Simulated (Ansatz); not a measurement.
## Profile along the Si–C line in SiC (wurtzite)

SiC (wurtzite)

```
SiC
1.0
    3.09192     0.00000     0.00000
   -1.54596     2.67768     0.00000
    0.00000     0.00000     5.07421
Si C
2 2
Direct
  0.66667   0.33333   0.00052
  0.33333   0.66667   0.50052
  0.66667   0.33333   0.62468
  0.33333   0.66667   0.12468
```

Fields along a shortest Si–C line of a (1 -1 0 0) plane (1.91 Å), from Si to C, interpolated on the slice's grid (step about 0.2 Å). Calculation: PBE (plane waves to 420 eV, PAW, scalar-relativistic; Ansatz, an electronic-structure program). k mesh 12×12×7. These are valence fields of a PAW run, semicore shells included where kept as valence: close to a nucleus they are smooth pseudo fields. SiC was relaxed with its symmetry unable to fall. The PAW data are Ansatz's earlier set.

```
distance from Si (Å)  valence electron density (e/Å³)  electron localisation function  density of the highest valence band (e/Å³)  density of the lowest conduction band (e/Å³)
--------------------  -------------------------------  ------------------------------  ------------------------------------------  --------------------------------------------
0.00                                             0.13                               x                                       0.004                                         0.038
0.19                                             0.16                               x                                       0.007                                         0.038
0.38                                             0.26                               x                                       0.028                                         0.041
0.57                                             0.46                            0.68                                       0.067                                         0.045
0.76                                             0.68                            0.89                                       0.109                                         0.046
0.95                                             0.86                            0.93                                       0.144                                         0.044
1.15                                             1.09                            0.91                                       0.186                                         0.050
1.34                                             1.46                            0.83                                       0.238                                         0.067
1.53                                             1.75                               x                                       0.228                                         0.079
1.72                                             1.64                               x                                       0.099                                         0.070
1.91                                             1.50                               x                                       0.024                                         0.063
```

x: too close to a nucleus for the ELF to mean much. Band densities are of whole bands, smooth part only.

Density on the Si–C line (1.91 Å) at its midpoint: 0.86 e/Å³. ELF at that point: 0.9. ELF maximum in the middle third of the Si–C line: 0.93, 1.0 Å from Si.
